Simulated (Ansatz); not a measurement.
Total density of states per atom from plane-wave PAW PBE (Ansatz code), in 0.25 eV bins, energy from the Fermi level:

(E (eV), states/eV/atom): (-7.85, 0.08); (-7.60, 0.09); (-7.35, 0.11); (-7.10, 0.14); (-6.85, 0.17); (-6.60, 0.26); (-6.35, 0.64); (-6.10, 0.83); (-5.85, 1.08); (-5.60, 1.06); (-5.35, 1.45); (-5.10, 1.51); (-4.85, 1.02); (-4.60, 2.40); (-4.35, 2.30); (-4.10, 1.37); (-3.85, 1.42); (-3.60, 2.00); (-3.35, 1.62); (-3.10, 1.06); (-2.85, 1.28); (-2.60, 0.61); (-2.35, 0.45); (-2.10, 0.35); (-1.85, 0.31); (-1.60, 0.31); (-1.35, 0.41); (-1.10, 1.01); (-0.85, 1.47); (-0.60, 1.79); (-0.35, 1.85); (-0.10, 1.60); (0.15, 1.90); (0.40, 1.65); (0.65, 0.86); (0.90, 0.56); (1.15, 0.58); (1.40, 0.74); (1.65, 1.25); (1.90, 1.41); (2.15, 1.14); (2.40, 0.42); (2.65, 0.21); (2.90, 0.19); (3.15, 0.48); (3.40, 0.38); (3.65, 0.34); (3.90, 0.33); (4.15, 0.32); (4.40, 0.31); (4.65, 0.31)

**Question.** Pick the material that matches.
A. FeCo, CsCl type
B. FePt, L1₀ or tetragonal B2
C. MoPt, CsCl type
D. TePt, CsCl type

**Answer.** C, MoPt, CsCl type. Within 0.5 eV of the Fermi level: Mo 4d 68 %, Pt 5d 24 %. Projections are on Löwdin-orthogonalised atomic valence shells; empty p or d shells of many metals are not among them.

Space group Pm-3m (CsCl type). The start of the workflow was typed in or built on a structure type; neither database checked (COD, Materials Project) lists it. Whether it is the stable phase at ambient conditions was not checked. The cell was relaxed with PBE under the symmetry of its start; its stability against distortions is not shown here. No spin polarisation was allowed. Its formation energy is positive at this level, so the cell may be metastable or incomplete. Scalar-relativistic: spin–orbit coupling is off unless named, which matters more the heavier the elements.

Potentials: the earlier of the program's two PAW sets.
